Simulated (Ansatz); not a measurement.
Polymorphs of La, each relaxed with plane-wave PAW PBE (Ansatz code):

A: dhcp (α-La type) (P6_3/mmc)
a = b = 3.7644 Å, c = 12.0996 Å, α = β = 90.00°, γ = 120.00°

```json
[
 {"atom": "La", "site": "2a", "symmetry": "-3m.", "x": "0.0000", "y": "0.0000", "z": "0.0000"},
 {"atom": "La", "site": "2c", "symmetry": "-6m2", "x": "0.3333", "y": "0.6667", "z": "0.2500"}
]
```

B: P6_3/mmc
a = b = 3.7716 Å, c = 6.1000 Å, α = β = 90.00°, γ = 120.00°

```csv
atom,site,symmetry,x,y,z
La,2c,-6m2,0.3333,0.6667,0.2500
```

C: diamond (Fd-3m)
a = 6.678 Å, b = 6.678 Å, c = 6.678 Å, α = 90.00°, β = 90.00°, γ = 90.00°

```
atom  site  symmetry       x       y       z
----  ----  --------  ------  ------  ------
La      8b      -43m  0.5000  0.5000  0.5000
```

Rank these by energy per atom at 0 K (lowest first), as PBE gives it.

A (+0 meV/atom), B (+25 meV/atom), C (+1010 meV/atom)

Typed or built starts, not in the databases checked: C. Not the usual ambient phase: B; C. All cells were relaxed under the symmetry of their starts (and spin orders); stability against distortions was not tested throughout. Spin–orbit coupling is left out wherever it is not named.

Energies hold the estimated change up to a 700 eV cutoff; steps of a few meV lie near the error of the meshes.

Potentials: the earlier of the program's two PAW sets.
